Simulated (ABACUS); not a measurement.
# Parameter sweep on MoS2 (R3m, 3 atoms in the cell; from Materials Project mp-1434)

```
CELL_PARAMETERS angstrom
      1.59215     0.91923     6.48210
     -1.59215     0.91923     6.48210
      0.00000    -1.83846     6.48210
ATOMIC_POSITIONS crystal
  Mo 0.99978 0.99978 0.99978
  S  0.41294 0.41294 0.41294
  S  0.25330 0.25330 0.25330
```

Base run A: PBE, PseudoDojo 0.5 standard norm-conserving PBE (tails mended) pseudopotentials run with ABACUS, self-consistent single point.

Its settings: KPT = Gamma 6 6 6 0 0 0; basis_type = pw; ecutwfc = 80 Ry; smearing_method = gaussian; smearing_sigma = 0.00367493 Ry; potentials = PseudoDojo 0.5 standard norm-conserving PBE (tails mended); symmetry = 1; ks_solver = dav; scf_nmax = 100; scf_thr = 1.0e-09 Ry; mixing_type = pulay; mixing_beta = 0.4.

The structure comes from a collection of computed structures, made at another level of theory; the collection holds predicted forms beside known ones.

ΔF is the free energy per atom less that of run A. 

```json
[
 {"run": "A", "change": "base", "ΔF (meV/atom)": "0.00", "pressure (GPa)": "1.42", "largest force (eV/Å)": "0.173", "gap on the mesh (eV)": "1.079"},
 {"run": "B", "change": "volume scaled by 0.94", "ΔF (meV/atom)": "43.8", "pressure (GPa)": "11.40", "largest force (eV/Å)": "1.281", "gap on the mesh (eV)": "1.121"},
 {"run": "C", "change": "volume scaled by 0.96", "ΔF (meV/atom)": "21.2", "pressure (GPa)": "7.71", "largest force (eV/Å)": "0.882", "gap on the mesh (eV)": "1.108"},
 {"run": "D", "change": "volume scaled by 0.98", "ΔF (meV/atom)": "6.9", "pressure (GPa)": "4.40", "largest force (eV/Å)": "0.514", "gap on the mesh (eV)": "1.093"},
 {"run": "E", "change": "volume scaled by 0.99", "ΔF (meV/atom)": "2.5", "pressure (GPa)": "2.87", "largest force (eV/Å)": "0.340", "gap on the mesh (eV)": "1.086"},
 {"run": "F", "change": "volume scaled by 1.01", "ΔF (meV/atom)": "-0.87", "pressure (GPa)": "0.04", "largest force (eV/Å)": "0.013", "gap on the mesh (eV)": "1.072"},
 {"run": "G", "change": "volume scaled by 1.02", "ΔF (meV/atom)": "-0.16", "pressure (GPa)": "-1.26", "largest force (eV/Å)": "0.142", "gap on the mesh (eV)": "1.064"},
 {"run": "H", "change": "volume scaled by 1.04", "ΔF (meV/atom)": "5.7", "pressure (GPa)": "-3.66", "largest force (eV/Å)": "0.434", "gap on the mesh (eV)": "1.050"},
 {"run": "I", "change": "volume scaled by 1.06", "ΔF (meV/atom)": "16.9", "pressure (GPa)": "-5.82", "largest force (eV/Å)": "0.704", "gap on the mesh (eV)": "1.035"}
]
```

Run C against A: The free energy goes up by 21.2 meV/atom, the pressure goes from 1.42 to 7.71 GPa, the largest force goes from 0.173 to 0.882 eV/Å and the gap on the mesh goes from 1.079 to 1.108 eV.

Run I against A: The free energy rises by 16.9 meV/atom, the pressure goes from 1.42 to -5.82 GPa, the largest force goes from 0.173 to 0.704 eV/Å and the gap on the mesh goes from 1.079 to 1.035 eV.

Run E against A: The free energy rises by 2.5 meV/atom, the pressure goes from 1.42 to 2.87 GPa, the largest force goes from 0.173 to 0.340 eV/Å and the gap on the mesh hardly changes (1.079 to 1.086 eV).

“Tails mended”: in these copies of the files the far tail of each local potential was reset to the Coulomb form.
